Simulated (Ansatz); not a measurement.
KCaF₃:
```
CELL_PARAMETERS angstrom
      4.41596     0.00000     0.00000
      0.00000     4.41596     0.00000
      0.00000     0.00000     4.41596
ATOMIC_POSITIONS crystal
  K  0.50000 0.50000 0.50000
  Ca 0.00000 0.00000 0.00000
  F  0.00000 0.50000 0.00000
  F  0.50000 0.00000 0.00000
  F  0.00000 0.00000 0.50000
```

Tensor components refer to the Cartesian frame of this cell.

Give the high-frequency dielectric tensor and the Born effective charge tensors of the independent atoms from DFPT, r²SCAN (plane waves, PAW; program Ansatz).


ε∞:
```
1.98  0.00  0.00
0.00  1.98  0.00
0.00  0.00  1.98
```
Z* of atom 1 (K), rows: field, columns: displacement, in e:
```
1.17  0.00  0.00
0.00  1.17  0.00
0.00  0.00  1.17
```
Z* of atom 2 (Ca), rows: field, columns: displacement, in e:
```
2.30  0.00  0.00
0.00  2.30  0.00
0.00  0.00  2.30
```
Z* of atom 3 (F), rows: field, columns: displacement, in e:
```
-0.91   0.00   0.00
 0.00  -1.64   0.00
 0.00   0.00  -0.91
```

Static charges for comparison (Bader): K1 +0.91, Ca2 +1.65, F3 -0.85 e. Born charges measure polarisation by displacement and can exceed these by far.

Space group Pm-3m (cubic perovskite). The first step of the workflow began from a Materials Project structure, measured or hypothetical; the Crystallography Open Database copy checked does not list it. Its standing as an ambient phase is unchecked. The r²SCAN relaxation kept the symmetry of its start; of distortions, only those at the zone centre were tested, and some modes there are weakly imaginary.

Potentials: the later of the program's two PAW sets.
